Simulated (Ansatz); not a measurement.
A distorted cell of InP (zinc blende):

```
CELL_PARAMETERS angstrom
      0.00000     5.95980     5.95980
      2.97990     2.97990     5.95980
      2.97990     2.97990     0.00000
ATOMIC_POSITIONS crystal
  P  0.95302 0.79698 0.70302
  P  0.54698 0.70302 0.79698
  In 0.99078 0.00922 0.00922
  In 0.50922 0.99078 0.99078
```

All values below come from PBE (plane waves to 420 eV, PAW, scalar-relativistic; Ansatz, an electronic-structure program). k mesh 10×10×10 (Γ-centred), Fermi-Dirac smearing 0.05 eV. Compression counts positive. InP was relaxed with its symmetry unable to fall. The PAW data are Ansatz's earlier set.

### Question
Predict the force on every atom, in eV/Å.

### Answer
| atom | Fx | Fy | Fz |
|---|---|---|---|
| P1 | 0.000 | 2.820 | 0.000 |
| P2 | 0.000 | -2.820 | 0.000 |
| In3 | -2.198 | 0.000 | 0.000 |
| In4 | 2.198 | 0.000 | 0.000 |

### Question
What is the stress tensor (GPa)?

### Answer
```
   3.44     0.00     0.00
   0.00     0.93     0.00
   0.00     0.00     5.14
```
The pressure, a third of the trace, is 3.17 GPa.

(For displaced atoms, the force is minus the slope of the energy, and its curvature is a force constant, which sets phonon frequencies.)
